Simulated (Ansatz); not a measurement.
Relaxed-ion elastic tensor of BeTe (NiAs type, P6_3/mmc) in GPa (Voigt order), plane-wave PAW PBEsol (Ansatz code); density 6.07 g/cm³, 18.70 Å³ per atom.

```json
[
 {"": "1", "1": "114", "2": "52.1", "3": "50.9", "4": "0.0", "5": "0.0", "6": "0.0"},
 {"": "2", "1": "52.1", "2": "114", "3": "50.9", "4": "0.0", "5": "0.0", "6": "0.0"},
 {"": "3", "1": "50.9", "2": "50.9", "3": "122", "4": "0.0", "5": "0.0", "6": "0.0"},
 {"": "4", "1": "0.0", "2": "0.0", "3": "0.0", "4": "13.0", "5": "0.0", "6": "0.0"},
 {"": "5", "1": "0.0", "2": "0.0", "3": "0.0", "4": "0.0", "5": "13.0", "6": "0.0"},
 {"": "6", "1": "0.0", "2": "0.0", "3": "0.0", "4": "0.0", "5": "0.0", "6": "30.8"}
]
```

Is the crystal mechanically stable?

Yes: the smallest eigenvalue of C is 13.0 GPa.

Work out the Voigt, Reuss and Hill averages.

K_V = 73.0, K_R = 72.9, K_H = 73.0; G_V = 24.4, G_R = 20.2, G_H = 22.3 GPa.

Give Young's modulus, Poisson's ratio, Pugh's ratio and the universal anisotropy index.

E = 9KG/(3K + G) = 60.6 GPa; ν = 0.36; K/G = 3.28 (ductile by the Pugh limit of 1.75); A_U = 5G_V/G_R + K_V/K_R − 6 = 1.05.

Estimate the sound speeds and the Debye temperature.

v_l = √((K + 4G/3)/ρ) = 4110 m/s, v_t = √(G/ρ) = 1920 m/s, mean 2160 m/s; Θ = (h/k)(3n/4πV)^(1/3) v_m = 242 K.

Solve the Christoffel equation for the three sound speeds along x, y, z.

Eigenvalues of C_ijkl n_j n_l equal ρv². In km/s, slowest first: x 1.46, 2.25, 4.33; y 1.46, 2.25, 4.33; z 1.46, 1.46, 4.48.

How much does each axis shrink under pressure?

Linear compressibilities β_i = Σ_j S_ij (j = 1 to 3): x 4.7, y 4.7, z 4.3 per TPa.

This is a known high-pressure phase of the composition, computed here at zero pressure and temperature. The PBEsol relaxation kept the symmetry of its start. At this level the phase is dynamically unstable (imaginary phonons). As this level gives no gap, shear constants depend on the k-mesh and smearing (Fermi–Dirac, 0.1 eV here). Scalar-relativistic: spin–orbit coupling is off unless named, which matters more the heavier the elements.

Potentials: the earlier of the program's two PAW sets. The files were generated under PBE; for other functionals the program regenerates the frozen cores, and for LDA and PBEsol the local potential too.
